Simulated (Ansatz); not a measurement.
TiC₂:
```
CELL_PARAMETERS angstrom
      2.66071     0.00000     0.00000
     -1.33035     2.30424     0.00000
      0.00000     0.00000     3.75920
ATOMIC_POSITIONS crystal
  Ti 0.00000 0.00000 0.00000
  C  0.33333 0.66667 0.50000
  C  0.66667 0.33333 0.50000
```

Relaxed with PBEsol. Special points in fractions of this cell's reciprocal vectors: Γ (0.000, 0.000, 0.000); M (0.500, 0.000, 0.000); K (0.333, 0.333, 0.000); A (0.000, 0.000, 0.500); L (0.500, 0.000, 0.500); H (0.333, 0.333, 0.500).

Q: List the band energies nearest the Fermi level at these points for DFT-PBEsol in the program Ansatz with PAW potentials.

A: In eV from the Fermi level; about four levels below and three above (degenerate sets whole), none deeper than 8.9 eV; points with the same levels are listed once.

```json
[
 {"k": "Γ", "below": "-6.70 -6.70 -4.33", "above": "0.55 0.55 1.96 1.96"},
 {"k": "M", "below": "-8.16 -3.93 -2.30", "above": "0.90 1.15 3.78"},
 {"k": "K", "below": "-6.15 -6.15 -0.49 -0.49", "above": "1.94 3.99 3.99"},
 {"k": "A", "below": "-6.49 -6.49 -2.53 -0.04 -0.04", "above": "0.11 0.11 4.20"},
 {"k": "L", "below": "-6.65 -5.93 -0.51", "above": "0.32 1.10 2.26"},
 {"k": "H", "below": "-5.65 -5.65", "above": "0.59 1.06 1.06"}
]
```

Space group P6/mmm. The start of the workflow was typed in or built on a structure type; neither database checked (COD, Materials Project) lists it. Whether it is the stable phase at ambient conditions was not checked. The PBEsol relaxation kept the symmetry of its start. At this level the phase is dynamically unstable (imaginary phonons). The run is not spin-polarised. The volume moved by 18 % from the start of the relaxation. Its formation energy is positive at this level, so the cell may be metastable or incomplete.

Potentials: the earlier of the program's two PAW sets. The files were generated under PBE; for other functionals the program regenerates the frozen cores, and for LDA and PBEsol the local potential too.
